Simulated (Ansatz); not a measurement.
Trial structure of Ca₂TaO₃, not yet relaxed:

```xyz
6
Lattice="5.5748 0.0000 0.0000 -2.7874 4.8279 0.0000 0.0000 0.0000 3.2436" Properties=species:S:1:pos:R:3 pbc="T T T"
Ca    0.0000    3.2186    0.0000
Ca    2.7874    1.6093    0.0000
Ta    0.0000    0.0000    0.0000
O     2.7874    0.0000    1.6218
O     1.3937    2.4139    1.6218
O    -1.3937    2.4139    1.6218
```

Method: DFT PBE, scalar-relativistic, plane waves, PAW (Ansatz 0.2.0). Settings: cutoff 420 eV, Γ-centred mesh 6×6×6 on the computed 6-atom cell, Gaussian smearing of 0.10 eV; collinear spin from starting moments 0.0 0.0 1.0 0.0 0.0 0.0 μB.

Formation energies are uncorrected and refer to the elements' standard structures at the same level (O₂ as a molecule).

Question: Estimate its pressure, forces and energy as it stands.

Answer: The pressure is 3.4 GPa (the mean over three directions, positive in compression), the largest force is 0.00 eV/Å (symmetry fixes the atoms), and the energy is −0.92 eV/atom against the elements. The shortest distance is 2.28 Å.

Question: Is it a good guess?

Answer: A fair one: relaxing gains about 0.14 eV/atom (the start's value is from the coarse mesh, so the gain is rough) in 12 ionic steps and ends at −1.05 eV/atom on the finer mesh. The symmetry stays P6/mmm (No. 191). The volume per atom grows by 7.1 %, from 14.6 to 15.6 Å³. The shortest distance goes from 2.28 Å (Ca–O) to 2.29 Å (Ca–O). The ratio c/a of the conventional cell changes by a factor of 0.86. Conventional cell: a = 5.994 Å, c = 3.005 Å. Around Ca lie 6 O at 2.29 Å, 2 Ca at 3.00 Å, 3 Ca at 3.46 Å and 3 Ta at 3.46 Å; Ta has 2 Ta at 3.00 Å, 12 O at 3.35 Å and 6 Ca at 3.46 Å; O is surrounded by 4 Ca at 2.29 Å, 6 O at 3.00 Å and 4 Ta at 3.35 Å.

The last run used collinear spin, a 6×6×12 mesh (in the run's order of axes) for its 6-atom cell and Gaussian smearing of 0.10 eV. Spin–orbit coupling, which can matter for Ta, is left out. The magnetic state reached may not be the lowest. The relaxation can't lower the symmetry of the start, and the grade says only how near the guess is to its own end. Symmetry constrained the relaxation, so the result can be a saddle point. Another cell of Ca2TaO3 relaxed alike, in P-3m1, lies 1.20 eV/atom lower, so this cell isn't the stable form at this level.
